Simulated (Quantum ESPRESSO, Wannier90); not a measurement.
**HgTe (zinc blende): Wannier90 run**

```
HgTe
1.0
    0.00000     3.28999     3.28999
    3.28999     0.00000     3.28999
    3.28999     3.28999     0.00000
Hg Te
1 1
Direct
  0.00000   0.00000   0.00000
  0.75000   0.75000   0.75000
```

Materials Project entry mp-2730; symmetrised, unrelaxed at this level. COD (Crystallography Open Database) has the formula in 2 space groups, this one among them (matched by group alone). Level: PBEsol, no spin polarisation, no spin-orbit coupling; pw.x of Quantum ESPRESSO at 66 Ry with PseudoDojo potentials, 8×8×8 k-points, Wannier90. Density: 8×8×8 mesh, Gaussian smearing 0.01 Ry. Spin-orbit coupling is left out although heavy elements are present.

Base run: 8 functions from bands 10,16-31 of the 31 computed, start hydrogen-like Hg: s;p; Te: s;p, centres 0.05 Å off the atoms, frozen window up to 1.50 eV relative to the Fermi level, outer window open. Bands 11–15 (Hg 5d 93 %, Te 5p 4 %) lie between the kept ones and are excluded. One setting was then changed (edges relative to the Fermi level; misfit to pw.x on a path, for states up to 1.0 eV relative to the Fermi level).

```json
[
 {"run": "base", "Ω_I (Å²)": "17.99", "rms misfit (meV)": "2.7", "worst (meV)": "14"},
 {"run": "changed", "Ω_I (Å²)": "17.77", "rms misfit (meV)": "5.6", "worst (meV)": "88"}
]
```

Task: Which change was made?
A) only the lowest 14 of the kept bands
B) frozen window to 1.00 eV
C) frozen window to 3.50 eV
D) only the lowest 12 of the kept bands
E) frozen window to 2.50 eV

Result: B, frozen window to 1.00 eV. The others give:

```csv
run,Ω_I (Å²),rms misfit (meV),worst (meV)
frozen window to 2.50 eV,18.93,2.5,12
frozen window to 3.50 eV,19.68,2.3,13
only the lowest 12 of the kept bands,21.37,2.0,9.2
only the lowest 14 of the kept bands,19.76,2.3,14
```
